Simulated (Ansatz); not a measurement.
ZrO2:
```
ZrO2
1.0
    7.64587     0.00000     0.00000
    0.00000     3.42486     0.00000
    0.00000     0.00000     5.39379
Zr O
4 8
Direct
  0.83016   0.25000   0.14321
  0.16984   0.75000   0.85679
  0.66984   0.75000   0.64321
  0.33016   0.25000   0.35679
  0.10997   0.25000   0.10888
  0.89003   0.75000   0.89112
  0.39003   0.75000   0.60888
  0.60997   0.25000   0.39112
  0.35725   0.75000   0.13058
  0.64275   0.25000   0.86942
  0.14275   0.25000   0.63058
  0.85725   0.75000   0.36942
```

PBEsol (plane waves, PAW; program Ansatz) gives a gap of 4.14 eV without spin–orbit coupling, maximum on the Y–Γ line, 23 % of the way from Y, minimum at Γ.

What happens when spin–orbit coupling is switched on?

The gap hardly moves, to 4.14 eV; maximum on the Y–Γ line, 23 % of the way from Y, minimum at Γ.

Give the electron effective mass with spin–orbit coupling.

1.1, 1.5, 3.5 mₑ (principal values).

Space group Pnma. The workflow started from a Materials Project entry (that database holds measured and hypothetical structures alike); the Crystallography Open Database copy checked does not list it. It is not the phase usual at ambient conditions (space group No. 14). The cell was relaxed with PBEsol under the symmetry of its start; its stability against distortions is not shown here. The run is not spin-polarised.

Potentials: the later of the program's two PAW sets.
